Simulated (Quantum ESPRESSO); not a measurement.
# Moving one atom in MgOsPt6

All numbers below are calculated, not measured. They come from Quantum ESPRESSO 7.5, a public plane-wave density functional program. Each row is one single-point run on a made-up periodic cell of eight metal atoms, with elements, volume, strain and displacements drawn at random and not relaxed, so a cell may be unstable or far from any real phase. There is no spin polarisation or spin-orbit coupling.

Settings: PBE unless stated; PseudoDojo standard norm-conserving files; Fermi-Dirac width 0.25 eV, which means electrons at about 2900 K; cutoff 1143 eV; 5 x 5 x 5 k mesh shifted half a step off Gamma. E is the free energy of the whole cell (internal energy minus TS), so a -TS column is already part of it. Stress is positive in tension, and the pressure P is minus a third of its trace.

Checks: one run of this series was repeated at a higher cutoff and on a denser mesh, which moved values by no more than 0.017 eV, 0.15 GPa and 0.007 eV/Å, and a second program with other atomic files agreed on it to 2 % rms in force and 0.5 GPa in pressure. Known limits: heavy elements are run without spin-orbit coupling, which real alloys of them have; a spin test at this wide smearing found no moment, but such smearing suppresses magnetism that the real alloy may have.

The lattice is face-centred cubic, and the cell vectors in Å are (0.004, 4.042, 4.008); (3.979, 0.057, 3.955); (4.039, 4.048, -0.002), a volume of 128.16 Å³. The elements on sites 1 to 8 are Pt Pt Mg Os Pt Pt Pt Pt. The runs move the Pt atom on site 2 by u along x from its drawn, already displaced place and keep all else fixed. Forces are on that atom, and E is counted from run 6.

| run | u (Å) | Fx (eV/Å) | Fy (eV/Å) | Fz (eV/Å) | P (GPa) | E (meV) |
|---|---|---|---|---|---|---|
| 1 | -0.1459 | 1.991 | 0.099 | 0.080 | -5.36 | 192.9 |
| 2 | -0.1151 | 1.688 | 0.113 | 0.099 | -5.73 | 136.2 |
| 3 | -0.0972 | ? | ? | ? | ? | ? |
| 4 | -0.0556 | 1.122 | 0.135 | 0.132 | -6.28 | 52.7 |
| 5 | -0.0301 | 0.885 | 0.144 | 0.144 | -6.45 | 27.2 |
| 6 | 0.0083 | 0.531 | 0.157 | 0.163 | -6.63 | 0.0 |
| 7 | 0.1112 | -0.408 | 0.190 | 0.207 | -6.66 | -6.4 |

## Worked fit

A parabola through the runs shown gives Fx = 0.605 - 9.27 u + 1.5 u² eV/Å, with an error of 0.02 on the linear term and a scatter of 0.003 eV/Å. Minus its integral from run 1 to run 7 is -199 meV, and the table's energies differ by -199 meV.

## Withheld run

Question: what Fx should run 3 give?

The fit gives 1.520 ± 0.004 eV/Å. The calculation gave 1.516 eV/Å.
